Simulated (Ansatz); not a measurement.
The start is a relaxed SnSe cell displaced along its unstable phonon at q = (½, ½, 0) of its primitive reciprocal cell (22i cm⁻¹), largest move 0.15 Å. A full variable-cell relaxation at zero pressure is run with PBEsol (plane waves to 420 eV, PAW, scalar-relativistic; Ansatz, a program for electronic structure). The first steps use a coarse 3×4×4 k-mesh.

The start:
```
CELL_PARAMETERS angstrom
     12.20117     0.00000     0.00000
      6.10058     6.10058     0.00000
      0.00000     0.00000     6.10058
ATOMIC_POSITIONS crystal
  Se 0.01095 0.04651 0.06747
  Se 0.48905 0.09010 0.06914
  Se 0.05639 0.43491 0.91870
  Se 0.58023 0.42848 0.94468
  Se 0.16977 0.57152 0.44468
  Se 0.69361 0.56509 0.41870
  Se 0.73905 0.95349 0.56747
  Se 0.26095 0.90990 0.56914
  Sn 0.01221 0.31207 0.32229
  Sn 0.48779 0.34609 0.33587
  Sn 0.32383 0.17161 0.67153
  Sn 0.83433 0.17023 0.67032
  Sn 0.91567 0.82977 0.17032
  Sn 0.42617 0.82839 0.17153
  Sn 0.73779 0.68793 0.82229
  Sn 0.26221 0.65391 0.83587
```

Q: By how much does the energy per atom fall from start to end?

A: 0.14 eV/atom.

Q: Is the parent structure recovered?

A: It does not go back: it reaches P2₁ (No. 4), 0.14 eV/atom below the parent.

Q: Is the relaxed structure metallic? Give its gap.

A: 0.03 eV, indirect (valence top at Γ, conduction bottom at B) (no spin-orbit coupling).

Q: Write out the relaxed structure.

A: 
```cif
data_Se8Sn8
_chemical_formula_sum 'Se8 Sn8'
_space_group_name_H-M_alt 'P21'
_space_group_IT_number 4
_space_group_name_Hall 'P 2yb'
_cell_length_a 7.61419
_cell_length_b 7.70525
_cell_length_c 7.83745
_cell_angle_alpha 90.000
_cell_angle_beta 99.481
_cell_angle_gamma 90.000
loop_
_atom_site_label
_atom_site_type_symbol
_atom_site_symmetry_multiplicity
_atom_site_Wyckoff_symbol
_atom_site_fract_x
_atom_site_fract_y
_atom_site_fract_z
_atom_site_occupancy
Se1 Se 2 a 0.23108 0.45077 0.32013 1
Se2 Se 2 a 0.07533 0.92274 0.19119 1
Se3 Se 2 a 0.56634 0.03277 0.15518 1
Se4 Se 2 a 0.28134 0.06884 0.67847 1
Sn1 Sn 2 a 0.25801 0.26236 0.98531 1
Sn2 Sn 2 a 0.04160 0.69762 0.44311 1
Sn3 Sn 2 a 0.87710 0.23453 0.17874 1
Sn4 Sn 2 a 0.49930 0.33037 0.57153 1
```

Final values are on a 5×5×5 k-mesh of the relaxed cell. No spin polarisation in the result.

The run could not lose the symmetry of its start: the end is stationary, and may be a saddle point rather than a minimum.

The relaxed structure here is a generated cell of SnSe: the first start was made by placing the elements on the sites of a structure type, and the end was not matched to a known phase here, so it may be hypothetical. Known forms of SnSe include space group No. 62.
